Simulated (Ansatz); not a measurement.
**What DFT gives for Ba₂SnSe₂O₂**

```
CELL_PARAMETERS angstrom
6.86647 0.00000 0.00000
0.00000 6.74426 0.00000
-2.75361 0.00000 8.26177
ATOMIC_POSITIONS crystal
Ba 0.24439 0.25000 0.06045
Ba 0.75561 0.75000 0.93955
O 0.62101 0.25000 0.41838
O 0.37899 0.75000 0.58162
Se 0.00214 0.49511 0.23956
Se 0.99786 0.99511 0.76044
Se 0.99786 0.50489 0.76044
Se 0.00214 0.00489 0.23956
Sn 0.78620 0.25000 0.70409
Sn 0.21380 0.75000 0.29591
Ba 0.21461 0.25000 0.55179
Ba 0.78539 0.75000 0.44821
O 0.59793 0.25000 0.88679
O 0.40207 0.75000 0.11321
```

Level: r2SCAN, no spin polarisation; 500 eV; 4×4×3 Γ-centred mesh; fermi-dirac occupations (width 0.1 eV); Ansatz 0.2.0, fixed geometry.

Which orbitals make up the band edges?

Within 0.7 eV of the edges, the states project mainly on O p (89 %) below the gap and on O p (36 %), Sn s (18 %) and Sn p (15 %) above it.

Metal or insulator? Give the gap.

The gap is 1.58 eV, direct at the points sampled. A semilocal functional usually gives too small a gap.

Which atom feels the largest force, and which way?

The largest is on Sn9 (and as large on other atoms): 10.31 eV/Å, components (-9.74, 0.00, -3.38). It makes 129° with the line to a nearest neighbour, Se7 at 2.20 Å.

Is the cell too large or too small?

The pressure is 5.1 GPa (compression positive), so with the atoms held at these fractions the cell would first expand; the forces are large, so a full relaxation may end otherwise. The principal stresses -5.6, 4.6, 16.4 GPa differ, so its shape would change too.

Origin: a known structure type with other elements, at an estimated volume, so it need not be a known compound. Caveats: no spin-orbit coupling, which can shift this gap by tenths of an eV; atoms or cell far from equilibrium.
